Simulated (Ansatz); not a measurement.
SnO2 (rutile)

```cif
data_O4Sn2
_chemical_formula_sum 'Sn2 O4'
_space_group_name_H-M_alt 'P42/mnm'
_space_group_IT_number 136
_space_group_name_Hall '-P 4n 2n'
_cell_length_a 4.76854
_cell_length_b 4.76854
_cell_length_c 3.21140
_cell_angle_alpha 90.000
_cell_angle_beta 90.000
_cell_angle_gamma 90.000
loop_
_atom_site_label
_atom_site_type_symbol
_atom_site_symmetry_multiplicity
_atom_site_Wyckoff_symbol
_atom_site_fract_x
_atom_site_fract_y
_atom_site_fract_z
_atom_site_occupancy
Sn1 Sn 2 a 0.00000 0.00000 0.00000 1
O1 O 4 f 0.30630 0.30630 0.00000 1
```

E(V) scan at fixed shape, V₀ the volume above. The atoms relax within the cell's symmetry.

Computed with PBEsol (plane waves to 420 eV, PAW, scalar-relativistic; Ansatz, a quantum-chemistry and plane-wave program). k mesh 7×7×10 (Γ-centred), Fermi-Dirac smearing 0.05 eV. Energies are smeared free energies. SnO2 was relaxed with its symmetry unable to fall. The PAW data are Ansatz's earlier set. ΔE is measured from the relaxed starting cell.

```csv
V (Å³/atom),ΔE (meV/atom)
10.954,___
11.197,55.9
11.440,___
11.684,12.9
11.927,3.1
12.171,0.0
12.414,2.8
12.657,11.0
12.901,23.7
13.144,___
13.388,___
```

Task: Some entries are withheld; supply them.

Result: 
- 10.954, ΔE (meV/atom): 91.1
- 11.440, ΔE (meV/atom): 30.1
- 13.144, ΔE (meV/atom): 40.6
- 13.388, ΔE (meV/atom): 61.1

(A scan under strain: stresses follow from slopes of the energy per volume, elastic moduli from its curvatures.)
